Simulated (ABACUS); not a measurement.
A self-consistent single point of TiGe2 (Fddd, 6 atoms in the cell; from Materials Project mp-567889, changed as shown) with ABACUS.

All values come from this method and carry its errors: LDA (PW92), PseudoDojo 0.4 standard norm-conserving LDA (tails mended) pseudopotentials (plane waves; ABACUS).

The change in words: volume scaled by 0.98. Reference geometry (Fddd):
```xyz
6
Lattice="0.0000 4.3090 4.3796 2.5122 0.0000 4.3796 2.5122 4.3090 0.0000" Properties=species:S:1:pos:R:3 pbc="T T T"
Ti     3.7684     6.4635     6.5694
Ti     2.5122     4.3090     4.3796
Ge     1.2561     0.7121     2.1898
Ge     1.2561     3.5969     2.1898
Ge     2.5122     1.4424     4.3796
Ge     2.5122     7.1756     4.3796
```

Reference input (self-consistent single point, DFT, LDA (PW92), plane waves, PseudoDojo 0.4 standard norm-conserving LDA (tails mended) pseudopotentials): KPT = Gamma 4 4 4 0 0 0; basis_type = pw; dft_functional = PWLDA; ecutwfc = 84 Ry; smearing_method = mv; smearing_sigma = 0.00734986 Ry; potentials = PseudoDojo 0.4 standard norm-conserving LDA (tails mended); symmetry = 1; symmetry_prec = 1e-05; ks_solver = dav_subspace; scf_nmax = 100; scf_thr = 1.0e-09 Ry. This run's input differs from it in these lines:

```diff
@@ -25,8 +25,8 @@
 LATTICE_CONSTANT
-11.610409
+11.53248
 
 LATTICE_VECTORS
-   0.0000000000    0.7013363203    0.7128305285
-   0.4088972625    0.0000000000    0.7128305285
-   0.4088972625    0.7013363203    0.0000000000
+   0.0000000000    0.7013363011    0.7128305096
+   0.4088972966    0.0000000000    0.7128305096
+   0.4088972966    0.7013363011    0.0000000000
 
@@ -38,4 +38,4 @@
 2
-   3.7683750000    6.4634775000    6.5694075000 1 1 1
-   2.5122500000    4.3089850000    4.3796050000 1 1 1
+   3.7430820000    6.4200945000    6.5253135000 1 1 1
+   2.4953880000    4.2800630000    4.3502090000 1 1 1
 
@@ -44,6 +44,6 @@
 4
-   1.2561250000    0.7121028611    2.1898025000 1 1 1
-   1.2561250000    3.5968821389    2.1898025000 1 1 1
-   2.5122500000    1.4423896389    4.3796050000 1 1 1
-   2.5122500000    7.1755803611    4.3796050000 1 1 1
+   1.2476940000    0.7073232114    2.1751045000 1 1 1
+   1.2476940000    3.5727397886    2.1751045000 1 1 1
+   2.4953880000    1.4327082886    4.3502090000 1 1 1
+   2.4953880000    7.1274177114    4.3502090000 1 1 1
 # file: KPT
```

The program printed (abridged):

```
 SELF-CONSISTENT
 -------------------------------------------
                                 init_chg = atomic

 PW ALGORITHM --------------- ION=   1  ELEC=   1--------------------------------

 Notice: Threshold on eigenvalues was too large.

 Density error is 0.10124516773
                          Error Threshold = 0.000125248854828
 E_KohnSham     -951.5010548973      -12945.8359996136
 E_Fermi        1.1055782027         15.0421631419

 PW ALGORITHM --------------- ION=   1  ELEC=   2--------------------------------

 Density error is 0.0205899450989
                          Error Threshold = 0.000126556459662
   [... lines left out ...]

 Density error is 1.00356043253e-09
                          Error Threshold = 2.61475927844e-11
 E_KohnSham     -951.5017621377      -12945.8456221131
 E_Fermi        1.1013128320         14.9841297955

 PW ALGORITHM --------------- ION=   1  ELEC=  10--------------------------------

 Density error is 2.7577767352e-10
                          Error Threshold = 1.25445054066e-12
 E_KohnSham     -951.5017621375      -12945.8456221105
 E_KS(sigma->0) -951.5018984763      -12945.8474770956
 E_entropy(-TS) 0.0002726777         0.0037099702
 E_Fermi        1.1013118825         14.9841168773
 charge density convergence is achieved
 final etot is -12945.845622 eV
 EFERMI = 14.984116877 eV

 STATE ENERGY(eV) AND OCCUPATIONS    NSPIN == 1
   [... 47 lines left out ...]

 TOTAL-FORCE (eV/Angstrom)
                       Ti1         0.0000000000         0.0000000000         0.0000000000
                       Ti2         0.0000000000         0.0000000000         0.0000000000
                       Ge1         0.0000000000        -0.1345218378         0.0000000000
                       Ge2         0.0000000000         0.1345218378         0.0000000000
                       Ge3         0.0000000000         0.1345218378         0.0000000000
                       Ge4         0.0000000000        -0.1345218378         0.0000000000

 TOTAL-STRESS (KBAR)
       -36.2170479927         0.0000000000         0.0000000000
        -0.0000000000       -29.3550342613         0.0000000000
         0.0000000000        -0.0000000000       -38.9692829433
 TOTAL-PRESSURE: -34.847122 KBAR

 --------------------------------------------
 !FINAL_ETOT_IS -12945.8456221104715951 eV
 --------------------------------------------
```

The run converged in 10 iterations. Against the reference run the free energy falls by 9.2 meV/atom, the pressure goes from -5.81 to -3.48 GPa and the largest force hardly changes (0.137 to 0.135 eV/Å).

The structure comes from a collection of computed structures, made at another level of theory; the collection holds predicted forms beside known ones. No clean gap shows at this smearing width and mesh (spacing up to 0.41 Å⁻¹); the mesh is coarse for partly filled bands, so the values carry mesh errors.

Cost on one core: very roughly 5 core-minutes.

“Tails mended”: in these copies of the files the far tail of each local potential was reset to the Coulomb form.
